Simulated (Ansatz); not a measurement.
TiSn3O8: stable or not

The cell was found from a structure generator's guess, not taken from experiment.

These are results of DFT PBE, scalar-relativistic, plane waves, PAW in Ansatz 0.2.0, not measurements. The final run on the 12-atom cell used 420 eV, a Γ-centred 6×6×4 mesh, 0.02 eV smearing and no spin polarisation.

```cif
data_structure
_symmetry_space_group_name_H-M 'Cmmm'
_symmetry_Int_Tables_number 65
_cell_length_a 6.7512
_cell_length_b 6.7623
_cell_length_c 6.3607
_cell_angle_alpha 90.000
_cell_angle_beta 90.000
_cell_angle_gamma 90.000
_cell_volume 290.39
loop_
_atom_site_label
_atom_site_type_symbol
_atom_site_symmetry_multiplicity
_atom_site_Wyckoff_symbol
_atom_site_fract_x
_atom_site_fract_y
_atom_site_fract_z
_atom_site_occupancy
Ti1 Ti 2 b 0.50000 0.00000 0.00000 1
Sn1 Sn 2 c 0.50000 0.00000 0.50000 1
Sn2 Sn 4 k 0.00000 0.00000 0.75468 1
O1 O 4 g 0.20305 0.00000 0.00000 1
O2 O 4 h 0.19378 0.00000 0.50000 1
O3 O 8 n 0.50000 0.81037 0.76164 1
```

The zero of energy is the elements' standard structures at the same level (O₂ as a molecule); no fitted shifts are applied. The references include grey tin.

Question: These tests were run: energy against the elements; random kick, then relaxation without symmetry; phonons on a 2×2×1 q mesh. What do they show?

Answer:

```json
{"test": "energy against the elements", "result": "−1.941 eV/atom"}
{"test": "random kick, then relaxation without symmetry", "result": "returns"}
{"test": "phonons on a 2×2×1 q mesh", "result": "no imaginary mode on the mesh, but the interpolation dips to 58i cm⁻¹ between its points"}
```

It fails none of these tests outright. Other phases of the system weren't compared here, so this isn't yet thermodynamic stability. Undecided within the accuracy: phonons on a 2×2×1 q mesh.

The kick test ran on a coarse mesh. The run for the phonons used a 6×6×4 k mesh.
